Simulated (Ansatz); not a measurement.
SrGe$_{2}$Ir$_{2}$:
```cif
data_Ge4Ir4Sr2
_chemical_formula_sum 'Sr2 Ge4 Ir4'
_space_group_name_H-M_alt 'I4/mmm'
_space_group_IT_number 139
_space_group_name_Hall '-I 4 2'
_cell_length_a 4.19930
_cell_length_b 4.19930
_cell_length_c 10.80151
_cell_angle_alpha 90.000
_cell_angle_beta 90.000
_cell_angle_gamma 90.000
loop_
_atom_site_label
_atom_site_type_symbol
_atom_site_symmetry_multiplicity
_atom_site_Wyckoff_symbol
_atom_site_fract_x
_atom_site_fract_y
_atom_site_fract_z
_atom_site_occupancy
Sr1 Sr 2 a 0.00000 0.00000 0.00000 1
Ge1 Ge 4 e 0.00000 0.00000 0.36862 1
Ir1 Ir 4 d 0.00000 0.50000 0.25000 1
```
(The calculation used a cell of 5 atoms; values per cell refer to that cell.)

Relaxed with r²SCAN.

Task: Which orbitals make up the states near the Fermi level in the program Ansatz at the r²SCAN level (PAW)?

Result: Within 0.5 eV of the Fermi level: Ir 5d 39 %, Ge 4p 34 %, Ge 4s 6 %, outside the projected shells 14 %. Projections are on Löwdin-orthogonalised atomic valence shells; empty p or d shells of many metals are not among them.

Task: Tabulate the density of states.

Result: States/eV per cell of 5 atoms, in 0.25 eV bins, energy from the Fermi level.

```
E (eV)  total  Ir 5d  Ge 4p  Ir 6s
------  -----  -----  -----  -----
-7.85    0.00   0.00   0.00   0.00
-7.60    0.00   0.00   0.00   0.00
-7.35    0.00   0.00   0.00   0.00
-7.10    0.00   0.00   0.00   0.00
-6.85    0.00   0.00   0.00   0.00
-6.60    1.14   0.39   0.45   0.25
-6.35    1.95   0.71   0.79   0.31
-6.10    2.69   1.05   1.10   0.31
-5.85    2.62   1.01   1.08   0.29
-5.60    2.08   0.76   0.88   0.25
-5.35    2.93   1.38   1.13   0.20
-5.10    2.81   1.58   0.96   0.12
-4.85    3.49   2.19   1.09   0.12
-4.60    4.01   2.49   1.27   0.13
-4.35    4.20   2.61   1.28   0.18
-4.10    7.05   4.95   1.60   0.10
-3.85    6.47   4.44   1.66   0.08
-3.60    5.78   4.05   1.30   0.08
-3.35    4.18   2.83   1.00   0.08
-3.10    5.00   3.46   1.17   0.07
-2.85    3.65   2.57   0.79   0.05
-2.60    4.33   3.32   0.66   0.05
-2.35    5.86   4.95   0.53   0.07
-2.10    5.99   5.13   0.54   0.04
-1.85    3.99   3.36   0.39   0.02
-1.60    4.77   3.97   0.49   0.05
-1.35    1.89   1.41   0.27   0.02
-1.10    2.26   1.41   0.50   0.02
-0.85    2.71   1.41   0.72   0.05
-0.60    1.81   0.87   0.55   0.04
-0.35    1.27   0.57   0.41   0.03
-0.10    1.16   0.48   0.40   0.04
0.15     1.24   0.46   0.44   0.05
0.40     1.49   0.50   0.52   0.08
0.65     1.59   0.61   0.50   0.06
0.90     2.61   1.36   0.68   0.09
1.15     4.72   2.69   1.21   0.22
1.40     3.36   1.36   1.16   0.13
1.65     2.10   0.71   0.74   0.10
1.90     1.74   0.47   0.64   0.10
2.15     1.67   0.37   0.69   0.08
2.40     1.73   0.33   0.75   0.10
2.65     1.93   0.34   0.80   0.13
2.90     1.74   0.28   0.67   0.12
3.15     1.45   0.22   0.55   0.09
3.40     1.72   0.22   0.54   0.14
3.65     1.49   0.18   0.44   0.16
3.90     1.46   0.15   0.37   0.18
4.15     1.63   0.14   0.32   0.21
4.40     2.59   0.19   0.38   0.41
4.65     3.19   0.19   0.38   0.55
4.90     3.02   0.18   0.41   0.47
```

The first step of the workflow began from a Materials Project structure, measured or hypothetical; the Crystallography Open Database copy checked does not list it. Whether it is the stable phase at ambient conditions was not checked. Symmetry was held in the r²SCAN relaxation; its stability against distortions is not shown here. No spin polarisation was allowed. Spin–orbit coupling is left out wherever it is not named.

Potentials: the later of the program's two PAW sets.
